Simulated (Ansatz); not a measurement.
A: TiB₂ (AlB2 type, space group P6/mmm), a = b = 3.0247 Å, c = 3.2226 Å, α = β = 90.00°, γ = 120.00°
B: BiRh (NiAs type), a = b = 4.130 Å, c = 5.692 Å, α = β = 90.00°, γ = 120.00°
C: Lu (hcp, Mg type), a = b = 3.5043 Å, c = 5.4522 Å, α = β = 90.00°, γ = 120.00°

Scan: energy against volume (even scaling of the relaxed cell, symmetry kept). One method and one kind of scan serve all of them; meshes and ranges differ. All were relaxed with their symmetry unable to fall. BiRh is run without spin polarisation. Lu is run without spin polarisation. Spin-orbit coupling is left out. TiB2 is run without spin polarisation.

Order them by bulk modulus at fixed cell shape (fitted) (highest first) at the level r2SCAN (plane waves to 500 eV, PAW, scalar-relativistic; Ansatz, a quantum-chemistry and plane-wave program).

A (263 GPa), B (127 GPa), C (46.9 GPa)

(A scan under strain: stresses follow from slopes of the energy per volume, elastic moduli from its curvatures.)
